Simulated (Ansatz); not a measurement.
A relaxed cell of Ge (Fd-3m (No. 227)), relaxed on a k-mesh at least as fine as the one used below. All values below come from r2SCAN (plane waves to 500 eV, PAW, scalar-relativistic; Ansatz, a program for electronic structure). Γ-centred k-mesh 10×10×10 on the run's cell, Fermi–Dirac smearing 0.05 eV.

```
Ge
1.0
    0.00000     2.83729     2.83729
    2.83729     0.00000     2.83729
    2.83729     2.83729     0.00000
Ge
2
Cartesian
  0.00000   0.00000   0.00000
  1.41864   1.41864   1.41864
```

The atoms are displaced by (Å):

| atom | ux | uy | uz |
|---|---|---|---|
| Ge1 | -0.045 | 0.023 | 0.065 |
| Ge2 | -0.006 | 0.013 | 0.017 |

**Question.** What forces (eV/Å) and pressure result?

**Answer.** 
```tsv
atom	Fx	Fy	Fz
Ge1	0.44	-0.06	-0.54
Ge2	-0.44	0.06	0.54
```

Pressure +0.1 GPa.

**Question.** Estimate the energy cost of the displacement in the harmonic approximation and compare with the calculation.

**Answer.** For a harmonic well ΔE = −½ Σ F·u = 0.022 eV a cell, or 11 meV/atom. The calculated energy relative to the undisplaced cell is +11 meV/atom, so the harmonic estimate holds well.

No spin polarisation in the result.

The run that gave the undisplaced cell could not lose the symmetry of its start; a randomly shaken copy of 2 atoms returns to this structure.
